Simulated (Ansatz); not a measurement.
# Ansatz 0.2.0, settings compared: ZnAu

The command:

```bash
ansatz run input.yaml --threads 1 --pin off --max-ram 2560MiB --backend cpu --events-out ev --progress --plain --runs-dir out
```

input.yaml:

```yaml
crystal:
  lattice:
    - [3.121954, 0.0, 0.0]
    - [0.0, 3.121954, 0.0]
    - [0.0, 0.0, 3.121954]
  atoms:
    - { symbol: Au, position: [0.0, 0.0, 0.0] }
    - { symbol: Zn, position: [0.5, 0.5, 0.5] }
  symmetry: { tolerance: 0.0003 }
kpoints:
  mp_grid: { grid: [6, 6, 6], shift: [0, 0, 0] }
magnetization:
  spin_polarized: false
scf:
  occupations: { method: fermi_dirac }
hamiltonian:
  pseudopotentials: { kind: paw }
  xc: r2scan
basis:
  ecutwfc: 500
output:
  forces: true
  stress: true
  eigenvalues: true
```

Origin of the cell: a database entry, scaled a little.

The smearing width isn't typed, so it takes its default of 0.1 eV.

Output of this run (shortened):

```
SCF iter   1: F=—  HF=-16489.589443 eV  Δρ=1.86e-2  dr2=6.93e-2  dr2_τ=9.58e-3
SCF iter   2: F=—  HF=-16489.580229 eV  Δρ=5.28e-3  dr2=5.48e-3  dr2_τ=2.40e-3  defer=4
SCF iter   3: F=—  HF=-16489.577294 eV  Δρ=2.72e-3  dr2=8.90e-4  dr2_τ=4.21e-5  defer=4
SCF iter   4: F=—  HF=-16489.577727 eV  Δρ=1.71e-3  dr2=9.43e-4  dr2_τ=8.71e-5  defer=4
SCF iter   5: F=—  HF=-16489.577381 eV  Δρ=1.94e-4  dr2=6.01e-6  dr2_τ=3.22e-7  defer=4
SCF iter   6: F=—  HF=-16489.577387 eV  Δρ=3.90e-5  dr2=1.52e-7  dr2_τ=3.50e-8  defer=4
SCF iter   7: F=-16489.577388 eV  HF=-16489.577388 eV  Δρ=9.49e-6  dr2=9.20e-9  dr2_τ=6.93e-10
SCF 1 converged in 7 iterations: F = -16489.577388 eV  dr2 = 9.20e-9
SCF converged after 7 iterations
Free energy (F): -16489.577388 eV
Harris-Foulkes:  -16489.577388 eV  (|F-HF|=1.50e-8)
Internal energy: -16489.551078 eV  (E = F + TS)
E sigma→0 (E₀):  -16489.564233 eV
Entropy (-TS):   -0.026310 eV (-13.155 meV/atom)
Fermi energy:    17.582605 eV
--- Per-component energies (eV) ---
  E_band       = -177.820817
  E_kinetic    = 736.840707
  E_local      = -3208.555456  (includes V_loc(G=0)·N_el)
  E_nonlocal   = 690.732340
  E_hartree    = 1362.333389
  E_xc         = -343.424157
  E_vxc        = -362.951816  (∫ρ·V_xc dr)
  E_paw        = -11579.393285  (= ΣΔE_a)
  E_vpaw       = -782.911450  (= ΣTr[D̂ρ^β])
  E_aug_tail   = 0.000721  (compensation charges beyond the density's cutoff)
  E_vtau       = 24.357758  (kinetic-family band-sum trace: ∫τ·v_τ [+ j·A + Jᵃ·Aᵃ] dr)
  E_ewald      = -4147.726394
  E_core_change = -0.358942  (= ΣΔE_core)
  E_smearing   = -0.026310  (= −TS)
  Σ components = -16489.577388   (vs F -16489.577388, Δ=0.00e0)
--- Forces (eV/Å), atoms counted from 1 ---
  atom   1  Au    -0.000000    -0.000000    -0.000000
  atom   2  Zn     0.000000    -0.000000    -0.000000
  max |Σ_I F_I| component: 0.0 eV/Å
--- Stress (GPa, compression-positive) ---
        3.809217      -0.000000       0.000000
        0.000000       3.809217       0.000000
        0.000000      -0.000000       3.809217
  P = ⅓ Tr σ = 3.8092 GPa (38.092 kbar)
```

The same input was run again with these changes:

1. `kpoints.mp_grid.grid` [6, 6, 6] → [5, 5, 5]; `scf.convergence.dr2_threshold` default → 1.0e-09
2. `kpoints.mp_grid.shift` [0, 0, 0] → [0.5, 0.5, 0.5]; `kpoints.mp_grid.grid` [6, 6, 6] → [5, 5, 5]
3. `scf.eigensolver.kind` default → davidson; `basis.precision` default → f64; `scf.lower_state_search` default → light
4. `scf.occupations.method` fermi_dirac → cold; `scf.occupations.width` default → 0.01

```
 run        end  SCF iterations  P (GPa)  max force component (eV/Å)  gap on mesh (eV)  moment (μB)  ΔE(σ→0) (meV/atom)
base  converged               7     3.81                       0.000              none            –                   0
   1  converged               8     4.45                       0.000              none            –              -30.34
   2  converged               7     4.21                       0.000              none            –               -7.32
   3  converged               7     3.81                       0.000              none            –                0.00
   4  converged               7     3.08                       0.000              none            –                3.74
```

Energies are compared only where functional, datasets, charge and starting cell are the same.

Not properties of the system: run 1 (too coarse or loose: `kpoints.mp_grid.grid` = [5, 5, 5]), run 2 (too coarse or loose: `kpoints.mp_grid.grid` = [5, 5, 5]).

Caveats of the base run: no moments, though an odd count or open d shells may carry them; no spin-orbit coupling, though heavy elements are present; the k mesh is coarse if the cell is a metal.

The base run took 1.9 s on 1 thread of Intel(R) Xeon(R) Platinum 8375C CPU @ 2.90GHz (Ice Lake), with other jobs on the host, peak memory 0.39 GiB, from the program's own first density.
